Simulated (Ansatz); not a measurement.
Kick test of a cell of MoW3

The cell was found from a structure generator's guess, not taken from experiment.

Method: DFT PBE, scalar-relativistic, plane waves, PAW (Ansatz 0.2.0). Settings: cutoff 420 eV, Γ-centred mesh 10×10×14 on the computed 4-atom cell, Gaussian smearing of 0.10 eV; no spin polarisation.

The cell below (4 atoms, space group P4/mmm (No. 123)) is relaxed within its symmetry.

```yaml
crystal:
  lattice:
    - [4.49540, 0.00000, 0.00000]
    - [0.00000, 4.49540, 0.00000]
    - [0.00000, 0.00000, 3.17664]
  atoms:
    - { symbol: Mo, position: [0.00000, 0.00000, 0.50000] }
    - { symbol: W, position: [0.00000, 0.50000, 0.00000] }
    - { symbol: W, position: [0.50000, 0.50000, 0.50000] }
    - { symbol: W, position: [0.50000, 0.00000, 0.00000] }
```

For the test a repeat of it with 8 atoms (edges 3.18, 4.50, 8.99 Å) was strained at random (σ = 1.5 % a component), the atoms were moved at random (σ = 0.05 Å), and all was relaxed again on a coarse 6×6×4 mesh (in the run’s order of axes) with 0.20 eV smearing, with no symmetry imposed.

These runs have no spin–orbit coupling, which can matter for W.

Task: What happens?

Result: It returns, within 1 meV/atom of the unmoved cell on that mesh and with the same symmetry when read at 0.1 Å (Pmmm at 0.01 Å, so small strains and shifts remain). No instability shows in this cell; modes of other wave vectors, which need another repeat, aren't tested.
